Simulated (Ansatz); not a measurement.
# Data sheet: MoPd (DFT)

MoPd:
```yaml
crystal:
  lattice:
    - [2.68266, 0.00000, 0.00000]
    - [0.00000, 2.68266, 0.00000]
    - [0.00000, 0.00000, 4.08605]
  atoms:
    - { symbol: Pd, position: [0.00000, 0.00000, 0.00000] }
    - { symbol: Mo, position: [0.50000, 0.50000, 0.50000] }
```

Space group P4/mmm (No. 123), L1₀ or tetragonal B2; conventional cell a = b = 2.6827 Å, c = 4.0860 Å, α = β = γ = 90.00°.

Method: the program Ansatz at the PBEsol level (PAW). The cell and atoms are relaxed at this level. Other levels are named where they apply.

Cell and energy:

| Property | Value |
|---|---|
| Volume per atom | 14.70 Å³ |
| Density | 11.43 g/cm³ |
| Formation energy from the elements (no fitted shifts) | -0.011 eV/atom |

Electronic structure:

| Quantity | Value |
|---|---|
| Electronic character | metallic (no gap) |
| Density of states at the Fermi level | 0.84 states/eV per atom (mean over ±0.08 eV) |
| Gap with spin–orbit coupling | none (metallic) |

Mechanics:

| Item | Value |
|---|---|
| Bulk modulus (Birch–Murnaghan fit) | 257 GPa |
| Pressure derivative B′ | 4.8 |
| Elastic constants (relaxed ions, GPa) | C11 = 505, C12 = 88.6, C13 = 183, C33 = 397, C44 = 158, C66 = 42.2 |
| Mechanical stability | stable (all eigenvalues of C positive) |
| Hill bulk and shear moduli | 257 and 117 GPa |
| Young's modulus | 305 GPa |
| Poisson's ratio | 0.30 |
| Debye temperature from the elastic constants | 435 K |

Phonons:

| Item | Value |
|---|---|
| Highest zone-centre frequency | 212 cm⁻¹ |
| Zone-centre stability | no imaginary mode at Γ |

The start of the workflow was typed in or built on a structure type; neither database checked (COD, Materials Project) lists it. Its standing as an ambient phase is unchecked. Symmetry was held in the PBEsol relaxation. The run is not spin-polarised. As this level gives no gap, shear constants depend on the k-mesh and smearing (Fermi–Dirac, 0.1 eV here). As this level gives no gap, phonon frequencies hold no LO–TO term and depend on the k-mesh and smearing (Fermi–Dirac, 0.1 eV here). Axis ratios of metals converge slowly with the k-mesh, so a and c are less sure than the volume. On the denser mesh and wider smearing of the elastic run this cell carries a stress of 0.3 GPa. The references are the lowest solids computed at this level, not always the standard phases. Scalar-relativistic: spin–orbit coupling is off unless named, which matters more the heavier the elements.

Potentials: the later of the program's two PAW sets.
